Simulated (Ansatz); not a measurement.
Data sheet: Ti2AlC (DFT)

Ti2AlC:
```xyz
8
Lattice="3.0376 0.0000 0.0000 -1.5188 2.6306 0.0000 0.0000 0.0000 13.6322" Properties=species:S:1:pos:R:3 pbc="T T T"
Ti     0.0000     1.7538     1.1362
Ti     1.5188     0.8769    12.4961
Ti     1.5188     0.8769     7.9523
Ti     0.0000     1.7538     5.6799
Al     0.0000     1.7538    10.2242
Al     1.5188     0.8769     3.4081
C      0.0000     0.0000     0.0000
C      0.0000     0.0000     6.8161
```

Space group P6_3/mmc (No. 194); conventional cell a = b = 3.038 Å, c = 13.632 Å, α = β = 90.00°, γ = 120.00°.

Method: PBEsol (plane waves, PAW; program Ansatz). Structure relaxed to zero pressure with the same functional. Other levels are named where they apply.

### Cell and energy

| Property | Value |
|---|---|
| Volume per atom | 13.62 Å³ |
| Density | 4.11 g/cm³ |
| Formation energy from the elements (no fitted shifts) | -0.75 eV/atom |

### Electronic structure

| Item | Result |
|---|---|
| Electronic character | metallic (no gap) |
| Density of states at the Fermi level | 0.32 states/eV per atom (mean over ±0.08 eV) |

### Mechanics

| Item | Result |
|---|---|
| Bulk modulus (Birch–Murnaghan fit) | 145 GPa |
| Pressure derivative B′ | 4.3 |
| Elastic constants (relaxed ions, GPa) | C11 = 317, C12 = 65.8, C13 = 65.7, C33 = 283, C44 = 116 |
| Mechanical stability | stable (all eigenvalues of C positive) |
| Hill bulk and shear moduli | 145 and 120 GPa |
| Young's modulus | 282 GPa |
| Poisson's ratio | 0.18 |
| Debye temperature from the elastic constants | 741 K |

### Phonons

| Quantity | Result |
|---|---|
| Highest zone-centre frequency | 664 cm⁻¹ |
| Zone-centre stability | no imaginary mode at Γ |

The workflow started from a Materials Project entry (that database holds measured and hypothetical structures alike); the Crystallography Open Database copy checked does not list it. Whether it is the stable phase at ambient conditions was not checked. The cell was relaxed with PBEsol under the symmetry of its start. The run is not spin-polarised. As this level gives no gap, shear constants depend on the k-mesh and smearing (Fermi–Dirac, 0.1 eV here). As this level gives no gap, phonon frequencies hold no LO–TO term and depend on the k-mesh and smearing (Fermi–Dirac, 0.1 eV here). The references are the lowest solids computed at this level, not always the standard phases.

Potentials: the later of the program's two PAW sets.
